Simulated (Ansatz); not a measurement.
Te2Pt:
```
Te2Pt
1.0
    1.98009     1.14320     5.72337
   -1.98009     1.14320     5.72337
    0.00000    -2.28641     5.72337
Pt Te
1 2
Direct
  0.00000   0.00000   0.00000
  0.25051   0.25051   0.25051
  0.74949   0.74949   0.74949
```

Relaxed with PBE+D3(BJ). Special points in fractions of this cell's reciprocal vectors: Γ (0.000, 0.000, 0.000); T (0.500, 0.500, 0.500); H2 (0.807, 0.193, 0.500); H0 (0.500, -0.193, 0.193); L (0.500, 0.000, 0.000); S0 (0.347, -0.347, 0.000); S2 (0.653, 0.000, 0.347); F (0.500, 0.000, 0.500).

Q: List the band energies nearest the Fermi level at these points for PBE+D3(BJ) in the plane-wave PAW code Ansatz.

A: In eV from the Fermi level; about four levels below and three above (degenerate sets whole), none deeper than 8.9 eV; points with the same levels are listed once.

```csv
k,below,above
Γ,-3.62 -3.62 -2.53 -0.06 -0.06,1.04 1.74 1.74
T,-2.30 -1.71 -0.60 -0.60,2.24 2.24 4.31
H2,-3.36 -2.88 -2.03 -1.55,0.33 1.20 4.34
L,-3.11 -2.83 -2.63 -2.06,0.74 1.02 4.01
S0,-3.36 -2.96 -2.07 -1.54,0.21 1.20 4.20
F,-3.21 -2.95 -2.67 -1.32,1.87 2.35 2.46
```

Space group R-3m. A made-up cell: these elements were put on the sites of a structure type; neither database checked (COD, Materials Project) lists it. COD files the formula under space group No. 164. Whether it is the stable phase at ambient conditions was not checked. The cell was relaxed with PBE+D3(BJ) under the symmetry of its start; its stability against distortions is not shown here. No spin polarisation was allowed. Scalar-relativistic: spin–orbit coupling is off unless named, which matters more the heavier the elements.

Potentials: the later of the program's two PAW sets.
